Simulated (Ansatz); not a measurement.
Consider the following.

Se:
```xyz
1
Lattice="2.7846 0.0000 0.0000 0.0000 2.7846 0.0000 0.0000 0.0000 2.7846" Properties=species:S:1:pos:R:3 pbc="T T T"
Se     0.0000     0.0000     0.0000
```

This is the PBEsol-relaxed structure.

### Question
All from PBEsol in the plane-wave PAW code Ansatz, unless another level is named. Give the Poisson's ratio.

### Answer
0.41.

### Question
Next, the vibrational entropy at 300 K?

### Answer
43.3 J/(K·mol of atoms).

Space group Pm-3m (simple cubic). The first step of the workflow began from a Materials Project structure, measured or hypothetical; the Crystallography Open Database copy checked does not list it. It is not the phase usual at ambient conditions (space group No. 152). Symmetry was held in the PBEsol relaxation; its stability against distortions is not shown here.

Potentials: the earlier of the program's two PAW sets. The files were generated under PBE; for other functionals the program regenerates the frozen cores, and for LDA and PBEsol the local potential too.
